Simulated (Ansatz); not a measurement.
BaF₂ (fluorite)

```yaml
crystal:
  lattice:
    - [0.00000, 3.12321, 3.12321]
    - [3.12321, 0.00000, 3.12321]
    - [3.12321, 3.12321, 0.00000]
  atoms:
    - { symbol: Ba, position: [0.00000, 0.00000, 0.00000] }
    - { symbol: F, position: [0.25000, 0.25000, 0.25000] }
    - { symbol: F, position: [0.75000, 0.75000, 0.75000] }
```

The volume is varied about the relaxed value V₀ at fixed cell shape. Symmetry pins the atoms to their sites.

Method: PBE (plane waves to 420 eV, PAW, scalar-relativistic; Ansatz, a program for electronic structure). k mesh 9×9×9 (Γ-centred), Fermi-Dirac smearing 0.05 eV. Compression counts positive. BaF2 was relaxed with its symmetry unable to fall.

At one point of the scan the stress tensor (GPa) is:

```
   2.16     0.00     0.00
   0.00     2.16     0.00
   0.00     0.00     2.16
```

Question: Which point is it?
A. V/V₀ = 0.964
B. V/V₀ = 0.940
C. V/V₀ = 0.976
D. V/V₀ = 0.952

Answer: A, V/V₀ = 0.964

(Under strain, the slope of the energy per volume gives the stress and its curvature an elastic modulus.)
